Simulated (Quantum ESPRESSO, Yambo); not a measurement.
BaAlSiH (space group P3m1, No. 156) under isotropic strain of -3 % on all lattice vectors. The PBEsol cell relaxed from Materials Project entry mp-571093 was given an isotropic strain of -3 % on all lattice vectors, and the atoms were relaxed again. Chain: PBEsol (Quantum ESPRESSO, PseudoDojo norm-conserving, 72 Ry, no spin-orbit coupling); G0W0 in Yambo (3×3×2 Γ-centred k mesh, 151 bands and a 8 Ry block in the screening, 151 bands in G with the Bruneval-Gonze terminator, plasmon pole fitted at 27.2 eV); BSE (6×6×4 mesh, 4 valence and 9 conduction bands, static screening with 39 bands and a 4 Ry block, scissor 0.49 eV, Tamm-Dancoff).

```json
{
 "PBEsol gap (dense path)": "0.64 eV",
 "PBEsol gap A → K on the GW mesh": "0.93 eV",
 "PBEsol smallest direct gap on the GW mesh, at A": "1.67 eV",
 "G0W0 direct gap at that point": "2.17 eV",
 "G0W0 correction to the gap A → K": "0.43 eV",
 "lowest_exciton": "no binding energy given (see below)"
}
```

Rough cost of the Yambo steps against G0W0 for 6 states: BSE about 3×.

Convergence of the G0W0 settings was not tested. The k mesh is coarse. The mesh misses a band edge: along a dense path the PBEsol gap is 0.64 eV against 0.93 eV on the mesh. The BSE states are vertical excitations (zero momentum); the indirect quasiparticle gap, about 1.07 eV, is smaller than the direct one (2.17 eV on the GW mesh). The run can't give a binding energy: the direct gap on its mesh, 1.89 eV, isn't the smallest one (1.84 eV from the band path plus the scissor). Axes are Cartesian, with cell vectors (Å) (4.17, 0.00, 0.00), (-2.09, 3.61, 0.00), (0.00, 0.00, 4.91).

The structure is a Materials Project entry; no match was found in the copy of COD used, and its stability was not checked.
